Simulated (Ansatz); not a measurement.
A geometry of NiSb away from equilibrium: the start of the relaxation of a relaxed NiSb cell deformed by the Cartesian strain tensor (xx, yy, zz, yz, xz, xy) = (-0.066, -0.004, 0.048, 0.044, -0.055, -0.049). Level of theory: PBEsol (plane waves to 420 eV, PAW, scalar-relativistic; Ansatz, an electronic-structure program). Γ-centred k-mesh 11×10×6 on the run's cell (coarser than for final values), Fermi–Dirac smearing 0.05 eV.

```xyz
4
Lattice="3.6585 -0.1900 -0.2154 -1.9938 3.4737 0.2570 -0.2788 0.2230 5.3122" Properties=species:S:1:pos:R:3:forces:R:3 pbc="T T T" free_energy=-24426.716 pressure_GPa=9.1
Ni     0.0000     0.0000     0.0000    0.0000    0.0000    0.0000
Ni    -0.1394     0.1115     2.6561    0.0000    0.0000    0.0000
Sb    -0.1794     2.3082     1.4275   -0.7561   -0.6693   -0.2071
Sb     1.5653     1.1985     3.9262    0.7561    0.6693    0.2071
```

Positions in Å, forces in eV/Å, free energy of the cell in eV (comparable only within this code, potentials and settings). Largest force: 1.03 eV/Å, on Sb3, Sb4 (atoms numbered as listed); the geometry lies 0.16 eV/atom above the end of its relaxation.

No spin polarisation in the result. A magnetic state may lie lower.

The run could not lose the symmetry of its start.
